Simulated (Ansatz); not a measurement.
**Stability checks on a candidate for TiSn3O8**

It was reached by relaxing an invented guess, and it needn't be the stable form of this composition.

Computed with Ansatz, DFT PBE, scalar-relativistic, plane waves, PAW. Plane waves to 420 eV, an 8×8×4 mesh through Γ for the 12-atom cell and 0.02 eV Gaussian smearing; no spin polarisation.

Space group P-4m2 (No. 115). a = 3.971 Å, b = 3.971 Å, c = 10.361 Å, α = 90.00°, β = 90.00°, γ = 90.00°
| atom | site | symmetry | x | y | z |
| --- | --- | --- | --- | --- | --- |
| Ti | 1b | -4m2 | 0.5000 | 0.5000 | 0.0000 |
| Sn | 2g | 2mm. | 0.0000 | 0.5000 | 0.2435 |
| Sn | 1d | -4m2 | 0.0000 | 0.0000 | 0.5000 |
| O | 2g | 2mm. | 0.0000 | 0.5000 | 0.4485 |
| O | 2g | 2mm. | 0.5000 | 0.0000 | 0.9604 |
| O | 2e | 2mm. | 0.0000 | 0.0000 | 0.7048 |
| O | 2f | 2mm. | 0.5000 | 0.5000 | 0.1910 |

Formation energies are uncorrected and refer to the elements' standard structures at the same level (O₂ as a molecule). The references include grey tin.

Task: These tests were run: energy against the elements; phonons on a 2×2×1 q mesh. What do they show?

Result:

```
                       test                             result
energy against the elements                     −1.902 eV/atom
  phonons on a 2×2×1 q mesh  imaginary modes down to 119i cm⁻¹
```

It fails one test: phonons on a 2×2×1 q mesh. So it isn't even a local minimum.

The run for the phonons used an 8×8×4 k mesh.
